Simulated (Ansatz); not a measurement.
Values for one crystal, relaxed and computed with DFT-PBEsol in the program Ansatz with PAW potentials; other levels are named.

```yaml
volume_per_atom: 10.08 Å³
electronic_character: metallic (no gap)
highest_zone_centre_frequency: 786 cm^-1
Gap with spin–orbit coupling: none (metallic)
zone_centre_stability: no imaginary mode at Γ
Poisson's ratio: 0.13
mechanical_stability: stable (all eigenvalues of C positive)
```

Q: Pick the material that matches.
(A) HfB2, MoSi2 or CaC2 type
(B) Si2Ni, P6/mmm (Ni on 1a, Si on 2d)
(C) BAs, rock salt
(D) ZrB2, P6/mmm (Zr on 1a, B on 2d)

A: D, ZrB2, P6/mmm (Zr on 1a, B on 2d)

The PBEsol relaxation kept the symmetry of its start. No spin polarisation was allowed. As this level gives no gap, phonon frequencies hold no LO–TO term and depend on the k-mesh and smearing (Fermi–Dirac, 0.1 eV here). Spin–orbit coupling is left out wherever it is not named.

Potentials: the earlier of the program's two PAW sets. The files were generated under PBE; for other functionals the program regenerates the frozen cores, and for LDA and PBEsol the local potential too.
